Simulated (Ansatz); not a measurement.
Theory: Ansatz, DFT PBE, scalar-relativistic, plane waves, PAW. Plane waves to 420 eV, an 8×8×8 mesh through Γ for the 8-atom cell and 0.10 eV Gaussian smearing; collinear spin.

Formation energies are uncorrected and count from the elements' standard states at the same level.

Question: Propose a candidate for a cubic metal that holds W and 2 more elements, with a formation energy near −2.45 eV/atom, about 27 Å³ per atom and a net moment near 0.1 μB per atom, in a cell of 8 atoms. Its symmetry should be Fm-3m (No. 225).

Answer: TlWF6, space group Fm-3m (No. 225). Tl has 6 F at 2.86 Å (long contacts); W is surrounded by 6 F at 1.91 Å; around F lie 1 W at 1.91 Å, 4 F at 2.71 Å and 1 Tl at 2.86 Å.

```cif
data_structure
_symmetry_space_group_name_H-M 'Fm-3m'
_symmetry_Int_Tables_number 225
_cell_length_a 9.5433
_cell_length_b 9.5433
_cell_length_c 9.5433
_cell_angle_alpha 90.000
_cell_angle_beta 90.000
_cell_angle_gamma 90.000
_cell_volume 869.15
loop_
_atom_site_label
_atom_site_type_symbol
_atom_site_symmetry_multiplicity
_atom_site_Wyckoff_symbol
_atom_site_fract_x
_atom_site_fract_y
_atom_site_fract_z
_atom_site_occupancy
Tl1 Tl 4 b 0.50000 0.00000 0.00000 1
W1 W 4 a 0.00000 0.00000 0.00000 1
F1 F 24 e 0.20054 0.00000 0.00000 1
```

The volume per atom is 27.16 Å³, the density is 3.84 g/cm³ and the formation energy is −2.45 eV/atom. The gap on the 8×8×8 mesh of the 8-atom cell is 0 eV (a metal), the net moment per atom is 0.12 μB and the moment by site is W 0.4 μB.

It was reached by relaxing an invented guess, and it needn't be the stable form of this composition. The answer needn't be unique; the calculation gave this one.

No dispersion correction is applied, so the spacing and binding between layers, chains or molecules are poorly described. These runs have no spin–orbit coupling, which can matter for Tl and W. Another magnetic order may lie lower. A structure relaxed within its symmetry needn't be a true minimum. Site moments count only spheres around the atoms; the net moment includes the space between them.
